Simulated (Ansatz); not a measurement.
Consider the following.

Hf:
```
CELL_PARAMETERS angstrom
     -2.78347     2.78347     1.50515
      2.78347    -2.78347     1.50515
      2.78347     2.78347    -1.50515
ATOMIC_POSITIONS crystal
  Hf 0.75000 0.25000 0.50000
  Hf 0.00000 0.00000 0.00000
```

This is the PBE-relaxed structure.

Problem. All from plane-wave PAW PBE (Ansatz code), unless another level is named. Estimate the highest zone-centre frequency.

Solution. 19.6 meV.

Problem. Next, the bulk modulus (Birch–Murnaghan fit)?

Solution. 85.7 GPa.

Space group I4_1/amd (β-Sn type). A made-up cell: these elements were put on the sites of a structure type; neither database checked (COD, Materials Project) lists it. It is not the phase usual at ambient conditions (space group No. 194). The PBE relaxation kept the symmetry of its start. At this level the phase is dynamically unstable (imaginary phonons). The run is not spin-polarised. Spin–orbit coupling is left out wherever it is not named.

Potentials: the later of the program's two PAW sets.
